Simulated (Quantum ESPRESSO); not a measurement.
# Band energies of CsSnBr3

```
CELL_PARAMETERS angstrom
      5.78020     0.00000     0.00000
      0.00000     5.78020     0.00000
      0.00000     0.00000     5.78020
ATOMIC_POSITIONS crystal
  Br 0.50000 0.00000 0.50000
  Br 0.00000 0.50000 0.50000
  Br 0.50000 0.50000 0.00000
  Sn 0.50000 0.50000 0.50000
  Cs 0.00000 0.00000 0.00000
```

norm-conserving PBE (Quantum ESPRESSO, 72 Ry, scalar-relativistic); path ΓXMΓRX,MR; energies in eV from the valence-band maximum.

| k (1/Å) | point | band 18 | band 19 | band 20 | band 21 | band 22 | band 23 | band 24 | band 25 |
|---|---|---|---|---|---|---|---|---|---|
| 0.00 | Γ | -3.25 | -3.25 | -3.11 | -3.11 | -3.11 | 2.07 | 3.05 | 3.05 |
| 0.27 |  | -3.34 | -3.33 | -3.18 | -3.18 | -2.97 | 2.67 | 3.17 | 3.46 |
| 0.54 | X | -3.43 | -3.40 | -3.24 | -3.24 | -2.12 | 1.39 | 3.53 | 4.14 |
| 0.72 |  | -3.46 | -3.31 | -3.26 | -3.12 | -2.00 | 1.27 | 3.51 | 3.74 |
| 1.09 | M | -3.54 | -3.52 | -3.52 | -2.74 | -1.04 | 0.91 | 0.91 | 3.87 |
| 1.28 |  | -3.49 | -3.45 | -3.32 | -2.84 | -1.76 | 1.49 | 1.71 | 3.93 |
| 1.47 |  | -3.39 | -3.29 | -3.25 | -3.00 | -2.75 | 2.80 | 2.89 | 3.28 |
| 1.66 |  | -3.30 | -3.24 | -3.16 | -3.12 | -3.09 | 2.38 | 3.27 | 3.27 |
| 1.86 | Γ | -3.25 | -3.25 | -3.11 | -3.11 | -3.11 | 2.07 | 3.05 | 3.05 |
| 2.01 |  | -3.32 | -3.22 | -3.15 | -3.11 | -3.11 | 2.28 | 3.20 | 3.20 |
| 2.17 |  | -3.49 | -3.13 | -3.10 | -3.08 | -3.08 | 2.77 | 3.40 | 3.40 |
| 2.33 |  | -3.70 | -3.02 | -3.02 | -3.00 | -2.59 | 2.53 | 2.53 | 2.80 |
| 2.48 |  | -3.86 | -2.93 | -2.93 | -2.87 | -1.75 | 1.52 | 1.52 | 2.01 |
| 2.80 | R | -3.54 | -2.73 | -2.73 | -2.73 | 0.00 | 0.35 | 0.35 | 0.35 |
| 2.95 |  | -3.63 | -2.81 | -2.81 | -2.76 | -0.72 | 0.46 | 0.78 | 1.17 |
| 3.10 |  | -3.72 | -2.99 | -2.96 | -2.85 | -1.39 | 0.73 | 1.77 | 2.14 |
| 3.26 |  | -3.54 | -3.20 | -3.10 | -3.00 | -1.82 | 1.05 | 2.91 | 3.09 |
| 3.57 | X | -3.43 | -3.40 | -3.24 | -3.24 | -2.12 | 1.39 | 3.53 | 4.14 |
| 3.57 | M | -3.54 | -3.52 | -3.52 | -2.74 | -1.04 | 0.91 | 0.91 | 3.87 |
| 3.75 |  | -3.54 | -3.20 | -3.20 | -2.74 | -0.96 | 0.77 | 0.77 | 3.00 |
| 4.11 | R | -3.54 | -2.73 | -2.73 | -2.73 | 0.00 | 0.35 | 0.35 | 0.35 |

The PBE gap is direct, 0.35 eV at R.

Spin-orbit splittings are left out. The cell is held in this high symmetry; tilts and polar distortions were not searched.

Geometry relaxed with PBEsol.

The structure is a Materials Project entry; no match was found in the copy of COD used, and its stability was not checked.
